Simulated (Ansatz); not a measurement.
Relaxation of a relaxed SnO2 cell, doubled along one cell vector, shaken by Gaussian noise of σ = 0.08 Å a coordinate; 12 atoms in the cell, which starts as P1 (No. 1), aP12; a = 3.2001 Å, b = 4.7585 Å, c = 9.5170 Å, α = β = γ = 90.00°. All values below come from r2SCAN (plane waves to 500 eV, PAW, scalar-relativistic; Ansatz, an electronic-structure program). Γ-centred k-mesh 3×5×7 on the run's cell (coarser than for final values), Fermi–Dirac smearing 0.05 eV. This is the first round of the run. 

The optimiser's lines from the output (shortened; P is positive under compression):

```
relax step   1: F+E_penalty+E_count = -28703.48682502 eV  Δ(F+E_penalty+E_count) = +0.000e0 eV  max|allowed force component| = 3.385e0 eV/Å  Δτ_max = 0.0000 Å  P = +4.630 GPa  Ω = 144.923 Å³  (9 SCF iters, dr2 threshold 1.00e-7 eV, accepted)
relax step   2: F+E_penalty+E_count = -28704.92001471 eV  Δ(F+E_penalty+E_count) = -1.433e0 eV  max|allowed force component| = 1.511e0 eV/Å  Δτ_max = 0.1958 Å  P = +1.880 GPa  Ω = 143.968 Å³  (8 SCF iters, dr2 threshold 1.20e-6 eV, accepted)
relax step   3: F+E_penalty+E_count = -28705.02197829 eV  Δ(F+E_penalty+E_count) = -1.020e-1 eV  max|allowed force component| = 6.777e-1 eV/Å  Δτ_max = 0.0517 Å  P = -2.423 GPa  Ω = 146.242 Å³  (7 SCF iters, dr2 threshold 1.20e-6 eV, accepted)
relax step   4: F+E_penalty+E_count = -28705.11918754 eV  Δ(F+E_penalty+E_count) = -9.721e-2 eV  max|allowed force component| = 2.694e-1 eV/Å  Δτ_max = 0.0389 Å  P = -1.007 GPa  Ω = 145.431 Å³  (7 SCF iters, dr2 threshold 1.20e-6 eV, accepted)
relax step   5: F+E_penalty+E_count = -28705.13457890 eV  Δ(F+E_penalty+E_count) = -1.539e-2 eV  max|allowed force component| = 9.336e-3 eV/Å  Δτ_max = 0.0147 Å  P = +0.045 GPa  Ω = 144.887 Å³  (6 SCF iters, dr2 threshold 1.20e-6 eV, accepted)
relax step   6: F+E_penalty+E_count = -28705.13458412 eV  Δ(F+E_penalty+E_count) = -5.214e-6 eV  max|allowed force component| = 4.276e-4 eV/Å  Δτ_max = 0.0008 Å  P = +0.007 GPa  Ω = 144.924 Å³  (5 SCF iters, dr2 threshold 1.47e-8 eV, accepted)
relax step   7: F+E_penalty+E_count = -28705.13458584 eV  Δ(F+E_penalty+E_count) = -1.724e-6 eV  max|allowed force component| = 3.600e-4 eV/Å  Δτ_max = 0.0000 Å  P = +0.003 GPa  Ω = 144.924 Å³  stress off target by 1.24e-2 GPa  SCF on the basis re-selected at this cell (its energy is not comparable with the rows above)  (4 SCF iters)
```

From the first to the last row the energy changes by -0.14 eV/atom and the volume by 0.0 %. The last row is marked as not comparable with the walk above it, whose basis was carried along; it does compare with step 1, since both stand on a basis selected at the nominal cutoff for their own cell.

Later rounds, restarted from the end of this one on a renewed k-mesh, logged 2 more steps and released under 1 meV/atom more. The final structure after all rounds: P4₂/mnm (No. 136), tP6, rutile type; a = b = 4.759 Å, c = 3.200 Å, α = β = γ = 90.00°. No spin polarisation in the result.
